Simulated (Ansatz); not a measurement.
GaP:
```
GaP
1.0
   -2.39179     2.39179     1.36723
    2.39179    -2.39179     1.36723
    2.39179     2.39179    -1.36723
Ga P
1 1
Cartesian
  2.39179   0.00000   0.68362
  0.00000   0.00000   0.00000
```

Relaxed with LDA. Special points in fractions of this cell's reciprocal vectors: Γ (0.000, 0.000, 0.000); X (0.000, 0.000, 0.500); M (-0.500, 0.500, 0.500); Z (0.332, 0.332, -0.332); Z0 (-0.332, 0.668, 0.332); P (0.250, 0.250, 0.250); N (0.000, 0.500, 0.000).

**Question.** List the band energies nearest the Fermi level at these points for DFT-LDA in the program Ansatz with PAW potentials.

**Answer.** In eV from the Fermi level; about four levels below and three above (degenerate sets whole), none deeper than 8.9 eV; points with the same levels are listed once.

```
k                    below                  above
-  -----------------------  ---------------------
Γ        -2.72 -2.72 -2.36    3.27 4.72 9.15 9.15
X                    -0.67         2.13 2.53 3.41
M        -6.64 -6.64 -6.60  3.45 5.93 11.95 11.95
Z  -5.19 -4.54 -4.54 -3.96         5.57 6.66 6.66
P        -5.63 -5.57 -4.41         3.62 4.14 5.49
N  -6.80 -2.51 -2.18 -1.43         2.26 4.34 6.32
```

Space group I-4m2. The workflow started from a Materials Project entry (that database holds measured and hypothetical structures alike); the Crystallography Open Database copy checked does not list it. It is not the phase usual at ambient conditions (space group No. 216). Symmetry was held in the LDA relaxation; of distortions, only those at the zone centre were tested. Spin–orbit coupling is left out wherever it is not named.

Potentials: the later of the program's two PAW sets.
